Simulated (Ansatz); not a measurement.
ZnSe:
```cif
data_SeZn
_chemical_formula_sum 'Zn1 Se1'
_space_group_name_H-M_alt 'P 1'
_space_group_IT_number 1
_cell_length_a 4.00646
_cell_length_b 4.00646
_cell_length_c 4.00646
_cell_angle_alpha 60.000
_cell_angle_beta 60.000
_cell_angle_gamma 60.000
loop_
_space_group_symop_operation_xyz
  'x, y, z'
loop_
_atom_site_label
_atom_site_type_symbol
_atom_site_fract_x
_atom_site_fract_y
_atom_site_fract_z
_atom_site_occupancy
Zn1 Zn 0.00000 0.00000 0.00000 1
Se1 Se 0.25000 0.25000 0.25000 1
```

Relaxed with r²SCAN.

Problem. Tabulate the valence density and the electron localisation function along the shortest Zn–Se contact (2.45 Å), the program Ansatz at the r²SCAN level (PAW).

Solution. 

```csv
distance from Zn (Å),density (e/Å³),ELF
0.25,24.30,0.00
0.37,11.30,0.00
0.49,4.40,0.02
0.61,1.77,0.06
0.74,0.90,0.12
0.86,0.58,0.16
0.98,0.45,0.21
1.10,0.43,0.35
1.23,0.47,0.61
1.35,0.56,0.78
1.47,0.71,0.83
1.59,0.90,0.83
1.72,1.21,0.80
1.84,2.11,0.70
1.96,5.29,0.52
2.09,14.32,0.29
2.21,32.38,0.13
```

The density is the valence pseudo-density with augmentation charge, so density and ELF within about 1 Å of a nucleus are not all-electron values.

Space group F-43m (zinc blende). Symmetry was held in the r²SCAN relaxation; phonons on a q-mesh show no instability.

Potentials: the earlier of the program's two PAW sets.
